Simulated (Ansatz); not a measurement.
Input and output of a single-point calculation on SnTe (rocksalt) (Ansatz 0.2.0, r2SCAN+SOC). The cell was relaxed with r2SCAN and then strained (isotropic +2.0 % on every length), with the atoms relaxed again with r2SCAN; k points keep the names of the unstrained zone.

Input file:
```yaml
crystal:
  lattice:
    - [0.0, 3.2531169524, 3.2531169524]
    - [3.2531169524, 0.0, 3.2531169524]
    - [3.2531169524, 3.2531169524, 0.0]
  atoms:
    - { symbol: Sn, position: [0.0, 0.0, 0.0] }
    - { symbol: Te, position: [0.5, 0.5, 0.5] }
kpoints:
  mp_grid: { grid: [8, 8, 8] }
  band_path:
    path:
      - [0.0, 0.0, 0.0]
      - [0.5, 0.0, 0.5]
      - [0.625, 0.25, 0.625]
      - [0.375, 0.375, 0.75]
      - [0.5, 0.5, 0.5]
      - [0.5, 0.25, 0.75]
      - [0.0, 0.0, 0.5]
    npoints: 1
hamiltonian:
  xc: r2scan
scf:
  occupations: { method: fermi_dirac, width: 0.02 }
  n_extra_bands: 8
magnetization:
  noncollinear: true
  spin_orbit: true
output:
  forces: true
  stress: true
  eigenvalues: true
```

Q: What wall time did it need on 1 × NVIDIA H100 80GB HBM3 with 2 threads of AMD EPYC 7R13 Processor (Zen 3), with other jobs on the host, load about 2.5 per core, and what peak of host memory did it reach?

A: About 26 s, with a peak of 1.4 GiB.

Q: What does the program print?

A: The log, with set-up remarks and timings taken out:
```
scf.n_extra_bands = 8 over 30 filled bands (N_el = 30.0): the run solves 38 bands
Pseudopotential: Sn, paw_fr, valence charge 14, recommended cutoff 500 eV (meta_gga)
Pseudopotential: Te, paw_fr, valence charge 16, recommended cutoff 500 eV (meta_gga)
Functional definition: r2SCAN
Crystal: 2 atoms, lattice volume = 68.854 Å³
Basis set: ecut = 500 eV, 1807 PW (Γ)
Symmetry: 48 space group operations + 48 with time reversal
Magnetic group: BNS 225.117 (UNI 1619)
k-points: 29 of 512
SCF converged after 7 iterations
Free energy (F): -13012.337162 eV
Internal energy: -13012.337012 eV  (E = F + TS)
E sigma→0 (E₀):  -13012.337087 eV
Entropy (-TS):   -0.000149 eV (-0.075 meV/atom)
Fermi energy:    8.279766 eV
--- Per-component energies (eV) ---
  E_band       = -410.489053
  E_kinetic    = 363.635300
  E_local      = -2299.762098
  E_nonlocal   = -343.165364
  E_hartree    = 1410.353337
  E_xc         = -490.307497
  E_vxc        = -215.897838
  E_paw        = -8820.611100
  E_vpaw       = -749.420770
  E_vtau       = 13.415775
  E_ewald      = -2833.523035
  E_core_change = 1.043485
  E_smearing   = -0.000149
--- Stress (GPa, compression-positive) ---
       -2.365120       0.000000       0.000000
        0.000000      -2.365120       0.000000
        0.000000       0.000000      -2.365120
  P = ⅓ Tr σ = -2.3651 GPa (-23.651 kbar)
```
Only the leading digits can be foreseen; the rest is this run's record.

The file bands.tsv (bands near the Fermi energy, numbered from 0, rounded):
```tsv
# k_distance	band_20	band_21	band_22	band_23	band_24	band_25	band_26	band_27	band_28	band_29	band_30	band_31	band_32	band_33	band_34	band_35	band_36	band_37
# fermi_ev = 8.279766
# [0, 0, 0] at k_distance = 0.000000
# [0.5, 0, 0.5] at k_distance = 0.965718
# [0.625, 0.25, 0.625] at k_distance = 1.307150
# [0.375, 0.375, 0.75] at k_distance = 1.898529
# [0.5, 0.5, 0.5] at k_distance = 2.489908
# [0.5, 0.25, 0.75] at k_distance = 3.172774
# [0, 0, 0.5] at k_distance = 3.855639
# levels_relative_to = fermi_ev
0.000	-12.727	-12.727	-5.052	-5.052	-2.706	-2.706	-1.909	-1.909	-1.909	-1.909	2.711	2.711	3.531	3.531	3.531	3.531	5.206	5.206
0.966	-11.359	-11.359	-6.628	-6.628	-5.271	-5.271	-3.818	-3.818	-3.388	-3.388	2.749	2.749	4.314	4.314	5.017	5.017	6.010	6.010
1.307	-11.325	-11.325	-7.431	-7.431	-4.903	-4.903	-3.206	-3.206	-2.589	-2.589	2.712	2.712	3.228	3.228	4.514	4.514	5.342	5.342
1.899	-11.325	-11.325	-7.431	-7.431	-4.903	-4.903	-3.206	-3.206	-2.589	-2.589	2.712	2.712	3.228	3.228	4.514	4.514	5.342	5.342
2.490	-11.603	-11.603	-8.242	-8.242	-2.145	-2.145	-1.572	-1.572	-0.054	-0.054	0.054	0.054	0.459	0.459	0.642	0.642	8.000	8.000
3.173	-11.283	-11.283	-7.399	-7.399	-4.671	-4.671	-4.487	-4.487	-0.975	-0.975	0.880	0.880	4.653	4.653	4.877	4.877	5.956	5.956
3.856	-11.603	-11.603	-8.242	-8.242	-2.145	-2.145	-1.572	-1.572	-0.054	-0.054	0.054	0.054	0.459	0.459	0.642	0.642	8.000	8.000
```
In order the rows are Γ, X, U, K, L, W, L.

With r2SCAN+SOC the gap is 0.11 eV and direct, at L. The gap is the least over the mesh and the extra points. The mean pressure is -2.37 GPa (compression positive), so r2SCAN+SOC would shrink the cell's volume.

The values are computed, non-magnetic, and not measurements.

Gaps or overlaps of about a tenth of an eV are at the limit of these meshes: between the points read a gap can be smaller or closed.
